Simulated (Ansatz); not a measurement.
# Structure relaxation, PbS

The start is a relaxed PbS cell, doubled along one cell vector, shaken by Gaussian noise of σ = 0.08 Å a coordinate. A full variable-cell relaxation at zero pressure is run with PBEsol (plane waves to 420 eV, PAW, scalar-relativistic; Ansatz, a quantum-chemistry and plane-wave program). The first steps use a coarse 7×7×4 k-mesh.

Input geometry:
```
PbS
1.0
    0.00000     2.95134     2.95134
    2.95134     0.00000     2.95134
    5.90268     5.90268     0.00000
S Pb
2 2
Direct
  0.96293   0.97428   0.01943
  0.98514   0.99152   0.51101
  0.50405   0.44898   0.24721
  0.49016   0.48885   0.76188
```

### Question
By how much does the energy per atom fall from start to end?

### Answer
0.02 eV/atom.

### Question
Does it find its way back to the structure it was made from?

### Answer
The parent structure is recovered, Fm-3m (No. 225).

### Question
What band gap does the relaxed structure have at this level?

### Answer
No clear gap: the sampled points leave 0.19 eV away from the symmetry points, which may be a band crossing missed between them.

It ends as:

```cif
data_Pb4S4
_chemical_formula_sum 'S4 Pb4'
_space_group_name_H-M_alt 'Fm-3m'
_space_group_IT_number 225
_space_group_name_Hall '-F 4 2 3'
_cell_length_a 5.90268
_cell_length_b 5.90268
_cell_length_c 5.90268
_cell_angle_alpha 90.000
_cell_angle_beta 90.000
_cell_angle_gamma 90.000
loop_
_atom_site_label
_atom_site_type_symbol
_atom_site_symmetry_multiplicity
_atom_site_Wyckoff_symbol
_atom_site_fract_x
_atom_site_fract_y
_atom_site_fract_z
_atom_site_occupancy
S1 S 4 a 0.00000 0.00000 0.00000 1
Pb1 Pb 4 b 0.50000 0.50000 0.50000 1
```
(The calculation used a cell of 2 atoms; values per cell refer to that cell.)

Final values are on a 10×10×10 k-mesh of the relaxed cell. No spin polarisation in the result. Spin-orbit coupling is missing; with elements this heavy it can move band edges by tenths of an eV or more.
